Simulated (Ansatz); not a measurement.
The slice is one period of a {100} plane through atoms; its size isn't given.

Method: PBE (plane waves to 420 eV, PAW, scalar-relativistic; Ansatz, a program for electronic structure). Inside the PAW spheres the values are not all-electron values, and peaks at nuclei hang on which shells count as valence.

```
|%%%%##**==--::..          ..::--==**##%%|
|####**++==--::....      ....::--==++**##|
|****++==--::::....::::::....::::--==++**|
|++====--::::::::----------::::::::--====|
|------::::::----==++++++==----::::::----|
|::::::::::--==++**********++==--::::::::|
|........::--++**####%%####**++--::......|
|    ....--==**##%%%%@@%%%%##**==--....  |
|      ::--++**##%%@@@@@@%%##**++--::    |
|      ::--++**%%@@@@@@@@@@%%**++--::    |
|      ::--++**##%%@@@@@@%%##**++--::    |
|    ....--==**##%%%%@@%%%%##**==--....  |
|........::--++**####%%####**++--::......|
|::::::::::--==++**********++==--::::::::|
|------::::::----==++++++==----::::::----|
|++====--::::::::----------::::::::--====|
|****++==--::::....::::::....::::--==++**|
|####**++==--::....      ....::--==++**##|
|%%%%##**==--::..          ..::--==**##%%|
|%%%%##**++--::..          ..::--++**##%%|
```
Scale: ten equal steps from -1.12 (start of ' ') to 1.18 (end of '@'), in the order ' .:-=+*#%@'. Values: log₁₀ of the valence density in e/Å³. The map has 20 points along u (two characters each, u = 0 at the left) and 20 along v (v = 0 in the bottom row). The scale is logarithmic, as a density can span decades between atoms and voids.

```
|xxxxxx999988441100000000001144889999xxxx|
|xxxx9999996622000000000000002266999999xx|
|9999999977330000001111110000003377999999|
|9999997733110011335555553311001133779999|
|8888663311002255778888887755220011336688|
|5544220000225588999999999988552200002244|
|2211000011558899999999999999885511000011|
|000000003377999988xxxxxx8899997733000000|
|0000001155889999xxxxxxxxxx99998855110000|
|0000001155889999xxxxxxxxxx99998855110000|
|0000001155889999xxxxxxxxxx99998855110000|
|000000003377999988xxxxxx8899997733000000|
|2211000011558899999999999999885511000011|
|5544220000225588999999999988552200002244|
|8888663311002255778888887755220011336688|
|9999997733110011335555553311001133779999|
|9999999977330000001111110000003377999999|
|xxxx9999996622000000000000002266999999xx|
|xxxxxx999988441100000000001144889999xxxx|
|xxxxxx999988552200000000002255889999xxxx|
```
Scale: ten equal steps from 0.05 (start of '0') to 0.82 (end of '9'), in the order '0123456789'. Values: electron localisation function (ELF). The map has 20 points along u (two characters each, u = 0 at the left) and 20 along v (v = 0 in the bottom row). Points within 0.5 Å of a nucleus are blanked (x), as the pseudised field means little there.

Which relaxed crystal do these maps come from?
A. NiO (rock salt)
B. LiBr (rock salt)
C. EuO (rock salt)

C, EuO (rock salt). Atoms on the slice: O at (0.00, 0.00); Eu at (0.50, 0.50)

All were relaxed with their symmetry unable to fall. EuO is run spin-polarised and with no Hubbard U. NiO is run spin-polarised and with no Hubbard U; the real compound is an antiferromagnetic insulator, a state that this run doesn't describe. Relaxed EuO ends ferromagnetic. Relaxed NiO ends ferromagnetic. The magnetic order is the one the run started from; other orders were not tried. (This holds for the magnetic or f-shell members.) The f-shell state is unchecked: a lower one may exist. (This holds for the magnetic or f-shell members.)
